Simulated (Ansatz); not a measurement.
Input and command of a plane-wave DFT calculation in Ansatz:

```yaml
crystal:
  lattice:
    - [6.3187499463, 0.0, 0.0]
    - [0.0, 6.3187499463, 0.0]
    - [0.0, 0.0, 22.7390624597]
  atoms:
    - { symbol: Cl, position: [-0.0006940716, -0.2496407005, 0.6513334062] }
    - { symbol: Cl, position: [0.4987271398, 0.2501890425, 0.6512688177] }
basis:
  ecutwfc: 420
kpoints:
  mp_grid: { grid: [3, 3, 1] }
hamiltonian:
  xc: pbe
  dispersion: d3bj
scf:
  occupations: { method: gaussian, width: 0.1 }
output:
  forces: true
  eigenvalues: true
  write_density: true
  volumetric_format: npy
efield:
  axis: 3
  dipole_correction: true
  ramp_width: 0.04
```

```bash
ansatz run input.yaml --threads 4 --pin off --max-ram 10240MiB --backend cpu --events-out ev --progress --plain --runs-dir out
```

Processor: Intel(R) Xeon(R) Processor @ 2.50GHz (Skylake/Cascade Lake), 4 threads, on a host shared with other jobs.

How long does it run, and how much memory does it take?

About 6.9 s on 4 threads of Intel(R) Xeon(R) Processor @ 2.50GHz (Skylake/Cascade Lake), with other jobs on the host, peak memory 0.8 GiB. It solves 11 bands at 5 k points (the mesh reduced by symmetry) with about 17799 plane waves, in 13 SCF iterations.
